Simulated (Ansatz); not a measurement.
## Profile along the Be–Be line in Be (hcp, Mg type)

Be (hcp, Mg type)

```cif
data_Be2
_chemical_formula_sum 'Be2'
_space_group_name_H-M_alt 'P63/mmc'
_space_group_IT_number 194
_space_group_name_Hall '-P 6c 2c'
_cell_length_a 2.26472
_cell_length_b 2.26472
_cell_length_c 3.56124
_cell_angle_alpha 90.000
_cell_angle_beta 90.000
_cell_angle_gamma 120.000
loop_
_atom_site_label
_atom_site_type_symbol
_atom_site_symmetry_multiplicity
_atom_site_Wyckoff_symbol
_atom_site_fract_x
_atom_site_fract_y
_atom_site_fract_z
_atom_site_occupancy
Be1 Be 2 d 0.66667 0.33333 0.25000 1
```

Fields along a shortest Be–Be line of a (-1 1 0 2) plane (2.26 Å), from Be to Be, interpolated on the slice's grid (step about 0.2 Å). All values below come from PBE (plane waves to 420 eV, PAW, scalar-relativistic; Ansatz, an electronic-structure program). k mesh 23×23×13. These are valence fields of a PAW run, semicore shells included where kept as valence: close to a nucleus they are smooth pseudo fields. Be was relaxed with its symmetry unable to fall.

```tsv
distance from Be (Å)	valence electron density (e/Å³)	electron localisation function
0.00	0.05	x
0.23	0.11	x
0.45	0.21	0.06
0.68	0.26	0.33
0.90	0.26	0.56
1.13	0.26	0.62
1.36	0.26	0.56
1.58	0.26	0.33
1.81	0.21	0.06
2.03	0.11	x
2.26	0.05	x
```

x: too close to a nucleus for the ELF to mean much.

Density on the Be–Be line (2.26 Å) at its midpoint: 0.26 e/Å³. ELF at that point: 0.62. ELF maximum in the middle third of the Be–Be line: 0.62, 1.1 Å from Be.
